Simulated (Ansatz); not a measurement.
Computed with Ansatz 0.2.0, DFT, LDA (PW92), plane waves (420 eV) with PAW, scalar-relativistic. (PAW data from PBE, frozen cores regenerated.)

An element in the diamond structure gives this curve. The cell is scaled uniformly from the relaxed one, with fractional coordinates and shape fixed. Energies are extrapolated to zero smearing, pressures are those at the given smearing. Magnetic state: spin not included.

```csv
V (Å³/atom),E − E₀ (meV/atom),P (GPa)
12.361,35.3,7.52
12.923,14.5,4.54
13.484,3.3,2.05
14.046,0.0,-0.03
14.608,3.5,-1.77
15.170,12.5,-3.23
15.732,26.3,-4.46
```

(1) Which element is it?
A. copper
B. silicon
C. iron
D. beryllium

Results:

(1) D. Its fit is V₀ = 14.02 Å³/atom, B₀ = 48 GPa, B₀′ = 3.4.
